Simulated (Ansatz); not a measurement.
Hf₂O₃:
```yaml
crystal:
  lattice:
    - [3.53122, 0.00000, 0.00000]
    - [0.00000, 3.53122, 0.00000]
    - [0.00000, 0.00000, 4.99688]
  atoms:
    - { symbol: Hf, position: [0.50000, 0.00000, 0.74987] }
    - { symbol: Hf, position: [0.00000, 0.50000, 0.25013] }
    - { symbol: O, position: [0.00000, 0.00000, 0.00000] }
    - { symbol: O, position: [0.50000, 0.50000, 0.00000] }
    - { symbol: O, position: [0.00000, 0.00000, 0.50000] }
```

Relaxed with PBEsol. Special points in fractions of this cell's reciprocal vectors: Γ (0.000, 0.000, 0.000); X (0.000, 0.500, 0.000); M (0.500, 0.500, 0.000); Z (0.000, 0.000, 0.500); R (0.000, 0.500, 0.500); A (0.500, 0.500, 0.500).

List the band energies nearest the Fermi level at these points for PBEsol with spin–orbit coupling in the plane-wave PAW code Ansatz.

In eV from the Fermi level; about four levels below and three above (degenerate sets whole), none deeper than 8.9 eV; points with the same levels are listed once.

```json
[
 {"k": "Γ", "below": "-3.44 -3.44 -2.32 -2.32", "above": "0.62 0.62 1.24 1.24"},
 {"k": "X", "below": "-4.06 -4.06 -0.41 -0.41", "above": "0.61 0.61 1.22 1.22"},
 {"k": "M", "below": "-3.85 -3.85 -1.53 -1.53", "above": "0.50 0.50 0.60 0.60"},
 {"k": "Z", "below": "-0.46 -0.46 -0.21 -0.21", "above": "1.91 1.91 2.04 2.04"},
 {"k": "R", "below": "-5.19 -5.19 -4.95 -4.95", "above": "0.03 0.03 1.51 1.51"},
 {"k": "A", "below": "-3.93 -3.93 -1.59 -1.59", "above": "0.92 0.92 1.10 1.10"}
]
```

Space group P-4m2. The start of the workflow was typed in or built on a structure type; neither database checked (COD, Materials Project) lists it. Its standing as an ambient phase is unchecked. The cell was relaxed with PBEsol under the symmetry of its start; its stability against distortions is not shown here. No spin polarisation was allowed.

Potentials: the earlier of the program's two PAW sets. The files were generated under PBE; for other functionals the program regenerates the frozen cores, and for LDA and PBEsol the local potential too.
